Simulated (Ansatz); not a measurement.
Polymorphs of BiB, each relaxed with DFT-PBEsol in the program Ansatz with PAW potentials:

A: zinc blende (F-43m)
a = b = c = 5.4551 Å, α = β = γ = 90.00°

| atom | site | symmetry | x | y | z |
|---|---|---|---|---|---|
| Bi | 4c | -43m | 0.2500 | 0.2500 | 0.2500 |
| B | 4a | -43m | 0.0000 | 0.0000 | 0.0000 |

B: P6_222
a = b = 3.8875 Å, c = 8.6421 Å, α = β = 90.00°, γ = 120.00°

```json
[
 {"atom": "B", "site": "3c", "symmetry": "222", "x": "0.5000", "y": "0.0000", "z": "0.0000"},
 {"atom": "Bi", "site": "3d", "symmetry": "222", "x": "0.5000", "y": "0.0000", "z": "0.5000"}
]
```

Question: Put the candidates in order of energy per atom at 0 K, lowest first, for PBEsol.

Answer: A (+0 meV/atom), B (+265 meV/atom)

Question: Give each one's gap.

Answer: A 0.45 eV; B no gap.

Constructed cells (a structure type filled with these elements, in neither database checked): A; B. All cells were relaxed under the symmetry of their starts (and spin orders); stability against distortions was not tested throughout. Scalar-relativistic: spin–orbit coupling is off unless named, which matters more the heavier the elements.

Energies hold the estimated change up to a 700 eV cutoff; steps of a few meV lie near the error of the meshes.

Potentials: the later of the program's two PAW sets.
